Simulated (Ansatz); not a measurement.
Te2W:
```xyz
3
Lattice="3.4713 0.0000 0.0000 -1.7357 3.0063 0.0000 0.0000 0.0000 34.0000" Properties=species:S:1:pos:R:3 pbc="T T F"
Te     0.0000     2.0042    15.1983
Te     0.0000     2.0042    18.8017
W      1.7357     1.0021    17.0000
```
Free-standing layer in the xy plane with vacuum along z and no interaction between images.

Relaxed with LDA.

All from LDA (plane waves, PAW; program Ansatz), unless another level is named. Give the ionisation potential (Kohn–Sham).

4.96 eV.

Next, the electron effective mass, in the valley at K?

0.31 mₑ.

What about the hole effective mass, in the valley at K?

0.42 mₑ.

Next, the band gap?

1.24 eV (direct).

Space group P-6m2 (1H). The layer was cut from a bulk entry of the Materials Project (measured or hypothetical); whether that bulk phase is the ambient one, and whether the layer has been isolated, was not checked. The cell was relaxed with LDA under the symmetry of its start; whether a distortion lowers the energy is not shown. The run is not spin-polarised. Spin–orbit coupling is left out wherever it is not named.

Potentials: the later of the program's two PAW sets.
